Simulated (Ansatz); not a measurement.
All numbers below come from DFT, LDA (PW92), plane waves (420 eV) with PAW, scalar-relativistic (Ansatz 0.2.0). The PAW files were generated under PBE, with cores re-solved for the functional.

An element in the simple cubic structure gives this curve. The cell is scaled uniformly from the relaxed one, with fractional coordinates and shape fixed. Energies are extrapolated to zero smearing, pressures are those at the given smearing. Magnetic state: spin not included.

| V (Å³/atom) | E − E₀ (meV/atom) | P (GPa) |
| --- | --- | --- |
| 15.915 | 66.0 | 11.12 |
| 16.638 | 26.9 | 6.55 |
| 17.362 | 6.2 | 2.96 |
| 18.085 | 0.0 | 0.14 |
| 18.808 | 5.2 | -2.11 |
| 19.532 | 19.3 | -3.90 |
| 20.255 | 40.7 | -5.31 |

**Question.** Which element is it?
A. niobium
B. gallium
C. tantalum
D. aluminium

**Answer.** B. Its fit is V₀ = 18.09 Å³/atom, B₀ = 63 GPa, B₀′ = 4.9.
